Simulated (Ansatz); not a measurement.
MoRu3 (Cu3Au type, Pm-3m) at seven volumes, the program Ansatz at the PBEsol level (PAW), scaled uniformly. One row is withheld.

| V (Å³/atom) | P (GPa) |
|---|---|
| 12.573 | ? |
| 12.988 | 23.23 |
| 13.402 | 10.64 |
| 13.817 | -0.01 |
| 14.231 | -9.01 |
| 14.646 | -16.60 |
| 15.060 | -22.99 |

Q: Fit the shown pressures and predict the withheld one.

A: Third-order Birch–Murnaghan: P = (3/2)B₀(x^(7/2) − x^(5/2))[1 + (3/4)(B′ − 4)(x − 1)] with x = (V₀/V)^(2/3). Least squares on the six rows gives V₀ = 13.816 Å³/atom, B₀ = 325.6 GPa, B′ = 4.64. At V = 12.573, x = 1.0649 and P = 38.23 GPa. The run itself gave 38.09 GPa.

The cell is a constructed one: a structure type filled with these elements; neither database checked (COD, Materials Project) lists it. Whether it is the stable phase at ambient conditions was not checked. Symmetry was held in the PBEsol relaxation; its stability against distortions is not shown here. No spin polarisation was allowed.

Potentials: the earlier of the program's two PAW sets. The files were generated under PBE; for other functionals the program regenerates the frozen cores, and for LDA and PBEsol the local potential too.
